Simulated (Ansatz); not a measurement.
Task: Each is relaxed and computed with PBEsol in the plane-wave PAW code Ansatz. Which is the only metal?
A) SiGe, wurtzite
B) Ti5Si, R32 (Ti on 6c, Ti on 9d, Si on 3b)
C) Si3N4, P6_3/m (Si on 6h, N on 2c, N on 6h)
D) SiC, P6_422 (Si on 3c, C on 3d)

Result: B, Ti5Si, R32 (Ti on 6c, Ti on 9d, Si on 3b). Ti5Si: metal; SiC: gap 0.77 eV (indirect); SiGe: gap 0.35 eV (indirect); Si3N4: gap 4.19 eV (indirect). Typed or built starts, not in the databases checked: SiC, P6_422 (Si on 3c, C on 3d). Not the usual ambient phase: SiC, P6_422 (Si on 3c, C on 3d). Standing as an ambient phase not checked: Ti5Si, R32 (Ti on 6c, Ti on 9d, Si on 3b); SiGe, wurtzite. All cells were relaxed under the symmetry of their starts (and spin orders); stability against distortions was not tested throughout. Rows with no word on spin ran without spin polarisation. Spin–orbit coupling is left out wherever it is not named.

Potentials: the later of the program's two PAW sets.
